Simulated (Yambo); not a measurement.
Yambo run on BN (space group P6_3/mmc, No. 194). The wavefunctions come from this Quantum ESPRESSO step (PBE, PseudoDojo standard norm-conserving files, scalar-relativistic):

```
&CONTROL
  calculation = 'nscf'
  pseudo_dir = './pseudo'
  outdir = './out'
/
&SYSTEM
  ibrav = 0
  nat = 4
  ntyp = 2
  ecutwfc = 84.0
  ecutrho = 336.0
  occupations = 'fixed'
  force_symmorphic = .true.
  nbnd = 96
/
&ELECTRONS
  conv_thr = 4e-09
  diago_full_acc = .true.
  diago_thr_init = 1e-08
/
ATOMIC_SPECIES
B 10.8100 B.upf
N 14.0070 N.upf
CELL_PARAMETERS angstrom
  2.512429911000   0.000000000000   0.000000000000
 -1.256214956000   2.175828128000   0.000000000000
  0.000000000000   0.000000000000   7.707260000000
ATOMIC_POSITIONS crystal
B   0.333333333000   0.666666667000   0.250000000000
B   0.666666667000   0.333333333000   0.750000000000
N   0.333333333000   0.666666667000   0.750000000000
N   0.666666667000   0.333333333000   0.250000000000
K_POINTS automatic
6 6 2 0 0 0
```

Yambo input:

```
rim_cut
gw0
dyson
el_el_corr
HF_and_locXC
ppa
em1d
RandQpts= 1000000
RandGvec= 1 Ry
EXXRLvcs= 84 Ry
VXCRLvcs= 336 Ry
Chimod= "HARTREE"
% BndsRnXp
 1 | 94 |
%
NGsBlkXp= 10 Ry
% LongDrXp
 1.0 | 1.0 | 1.0 |
%
PPAPntXp= 27.2114 eV
% GbndRnge
 1 | 94 |
%
GTermKind= "BG"
DysSolver= "n"
ExtendOut
% QPkrange
 1 | 1 | 8 | 9 |
 2 | 2 | 8 | 9 |
 7 | 7 | 8 | 9 |
 8 | 8 | 8 | 9 |
 13 | 13 | 8 | 9 |
 14 | 14 | 8 | 9 |
%
```

k points by index: 1 = Γ, 2 = A, 7 = M, 8 = L, 13 = K, 14 = H.

Resulting energies as the program prints them:

```
#    K-point    Band    Eo [eV]    E [eV]    E-Eo [eV]    Vxc [eV]    Vnlxc [eV]    Sc|Eo [eV]    Sc|E [eV]    dSc/dw|Eo [eV]    Re(Z)    Im(Z)
#
    1    8    -1.352826    -2.474665    -1.121839    -18.37444    -22.73210    2.978805    3.235828    -6.233858    0.813609    -0.001018
    1    9    4.622710    4.782567    0.159857    -6.999050    -3.352399    -3.461651    -3.486794    -4.277624    0.864154    -0.885726E-3
    2    8    -1.356487    -2.479402    -1.122915    -18.36877    -22.72896    2.979974    3.237272    -6.234527    0.813592    -0.001029
    2    9    6.223356    6.615346    0.391990    -8.329000    -4.198369    -3.670997    -3.738641    -4.694613    0.852860    -0.953476E-3
    7    8    -0.693684    -1.689059    -0.995376    -16.03213    -19.64653    2.379210    2.619028    -6.555509    0.805858    -0.001149
    7    9    4.510328    5.277658    0.767331    -10.31450    -5.463706    -3.937561    -4.083463    -5.173419    0.840250    -0.001003
    8    8    -0.898188    -1.945662    -1.047473    -15.60227    -19.26927    2.368673    2.619532    -6.516260    0.806796    -0.001167
    8    9    4.783381    5.625264    0.841882    -10.85628    -5.881029    -3.969358    -4.133370    -5.300495    0.836966    -0.001222
    13    8    -0.011315    -0.900226    -0.888911    -16.54868    -19.86449    2.215720    2.426900    -6.464064    0.808047    -0.001098
    13    9    4.715092    5.609328    0.894236    -10.96104    -5.696559    -4.189652    -4.370244    -5.494708    0.831996    -0.001134
    14    8    0.000000    -0.886379    -0.886379    -16.59864    -19.91836    2.222529    2.433350    -6.471492    0.807868    -0.001099
    14    9    4.671302    5.550030    0.878728    -10.82878    -5.595706    -4.178334    -4.354344    -5.449932    0.833137    -0.895838E-3
```
(The two width columns are left out.) Convergence of these settings isn't established.

Geometry of the Materials Project entry, not relaxed at this level.

The distance between layers or molecules is the database entry's, not relaxed here. Functionals without dispersion can leave it too large, which widens gaps and weakens the response across layers: the numbers belong to this cell.
